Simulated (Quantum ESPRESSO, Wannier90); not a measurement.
**TlBr (rock salt), plane waves to Wannier functions**

```
begin unit_cell_cart
ang
    0.0000000000    3.3420400000    3.3420400000
    3.3420400000    0.0000000000    3.3420400000
    3.3420400000    3.3420400000    0.0000000000
end unit_cell_cart
begin atoms_frac
Tl   0.0000000000  0.0000000000  0.0000000000
Br   0.5000000000  0.5000000000  0.5000000000
end atoms_frac
```

Cell from Materials Project (mp-568560), symmetrised, no further relaxation. Not found in the COD (Crystallography Open Database) copy used, which has the formula in other groups; not checked further. Method: PBEsol plane waves in Quantum ESPRESSO 7.5 (PseudoDojo norm-conserving files, 50 Ry, spinors with spin-orbit coupling), Bloch states on a 8×8×8 mesh through Γ, Wannier90 4.0.1. Density: 8×8×8 mesh, cold smearing 0.01 Ry.

A tight-binding model is made by disentanglement and projection with no localisation steps (num_iter = 0), so the 16 orbitals stay atom-like: hydrogen-like Tl: s;p; Br: s;p, axes along x, y, z; frozen window up to 3.31 eV relative to the valence-band maximum. It follows pw.x to 1.1 meV rms for states up to 2.8 eV relative to the valence-band maximum. Matrix elements depend on this choice of orbitals and windows. Bands 3–6 (Tl 5d 100 %), 7–12 (Tl 5d 100 %) lie between the kept ones and are excluded.

The 45 largest hoppings ⟨m,0|H|n,R⟩ between different sites (one of each Hermitian pair; signs follow the real orbitals' lobes; the list may end inside a set of equal values):

```
m              n        R  distance of the centres (Å)  t (eV)  Im t (eV)
-------  -------  -------  ---------------------------  ------  ---------
Br2 pz↑  Tl1 pz↑    0 0 1                         3.34   1.253      0.000
Br2 pz↓  Tl1 pz↓    0 0 1                         3.34   1.253      0.000
Br2 py↑  Tl1 py↑    0 1 0                         3.34   1.253      0.000
Br2 py↓  Tl1 py↓    0 1 0                         3.34   1.253      0.000
Br2 px↑  Tl1 px↑    0 1 1                         3.34   1.253      0.000
Br2 px↓  Tl1 px↓    0 1 1                         3.34   1.253      0.000
Br2 px↑  Tl1 px↑    1 0 0                         3.34   1.253      0.000
Br2 px↓  Tl1 px↓    1 0 0                         3.34   1.253      0.000
Br2 py↑  Tl1 py↑    1 0 1                         3.34   1.253      0.000
Br2 py↓  Tl1 py↓    1 0 1                         3.34   1.253      0.000
Br2 pz↑  Tl1 pz↑    1 1 0                         3.34   1.253      0.000
Br2 pz↓  Tl1 pz↓    1 1 0                         3.34   1.253      0.000
Br2 pz↑   Tl1 s↑    0 0 1                         3.34   0.712      0.000
Br2 pz↓   Tl1 s↓    0 0 1                         3.34   0.712      0.000
Br2 py↑   Tl1 s↑    0 1 0                         3.34   0.712      0.000
Br2 py↓   Tl1 s↓    0 1 0                         3.34   0.712      0.000
Br2 px↑   Tl1 s↑    0 1 1                         3.34  -0.712      0.000
Br2 px↓   Tl1 s↓    0 1 1                         3.34  -0.712      0.000
Br2 px↑   Tl1 s↑    1 0 0                         3.34   0.712      0.000
Br2 px↓   Tl1 s↓    1 0 0                         3.34   0.712      0.000
Br2 py↑   Tl1 s↑    1 0 1                         3.34  -0.712      0.000
Br2 py↓   Tl1 s↓    1 0 1                         3.34  -0.712      0.000
Br2 pz↑   Tl1 s↑    1 1 0                         3.34  -0.712      0.000
Br2 pz↓   Tl1 s↓    1 1 0                         3.34  -0.712      0.000
Br2 s↑   Tl1 pz↑    0 0 1                         3.34  -0.403      0.000
Br2 s↓   Tl1 pz↓    0 0 1                         3.34  -0.403      0.000
Br2 s↑   Tl1 py↑    0 1 0                         3.34  -0.403      0.000
Br2 s↓   Tl1 py↓    0 1 0                         3.34  -0.403      0.000
Br2 s↑   Tl1 px↑    0 1 1                         3.34   0.403      0.000
Br2 s↓   Tl1 px↓    0 1 1                         3.34   0.403      0.000
Br2 s↑   Tl1 px↑    1 0 0                         3.34  -0.403      0.000
Br2 s↓   Tl1 px↓    1 0 0                         3.34  -0.403      0.000
Br2 s↑   Tl1 py↑    1 0 1                         3.34   0.403      0.000
Br2 s↓   Tl1 py↓    1 0 1                         3.34   0.403      0.000
Br2 s↑   Tl1 pz↑    1 1 0                         3.34   0.403      0.000
Br2 s↓   Tl1 pz↓    1 1 0                         3.34   0.403      0.000
Tl1 px↑  Tl1 px↑  1 -1 -1                         6.68   0.275      0.000
Tl1 px↓  Tl1 px↓  1 -1 -1                         6.68   0.275      0.000
Tl1 py↑  Tl1 py↑   1 -1 1                         6.68   0.275      0.000
Tl1 py↓  Tl1 py↓   1 -1 1                         6.68   0.275      0.000
Tl1 pz↑  Tl1 pz↑   1 1 -1                         6.68   0.275      0.000
Tl1 pz↓  Tl1 pz↓   1 1 -1                         6.68   0.275      0.000
Br2 px↑  Tl1 px↑    0 0 1                         3.34  -0.251      0.000
Br2 px↓  Tl1 px↓    0 0 1                         3.34  -0.251      0.000
Br2 py↑  Tl1 py↑    0 0 1                         3.34  -0.251      0.000
```
